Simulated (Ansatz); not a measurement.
All-electron LAPW in Ansatz 0.2.0 under PBE, scalar-relativistic, energies extrapolated to zero smearing. Slabs are 1×1 cells cut from bulk crystals relaxed on PAW files, with atoms then relaxed, 16 to 20 Å of vacuum, a dipole correction, k spacings of 0.16 to 0.26 Å⁻¹ and smearing of 0.02 to 0.1 eV, without spin–orbit coupling or spin polarisation. The bulk type named needn't be the stable one, and no reconstruction is allowed.

```tsv
slab	area (Å²)	γ (J/m²)	Φ (eV)	Δd12 (%)
rocksalt TiC (100), 2 layers	9.39	?	3.84	-3.1
rocksalt TiC (100), 3 layers	9.39	1.68	4.42	?
rocksalt TiC (100), 1 layer	9.39	2.17	–	–
rocksalt TiC (100), 4 layers	9.39	1.66	4.44	-0.6
```

Question: Give the missing entry: row "rocksalt TiC (100), 2 layers", column "γ (J/m²)".

Answer: 1.77.

Question: Fill in "Δd12 (%)" for the row "rocksalt TiC (100), 3 layers".

Answer: -1.3.
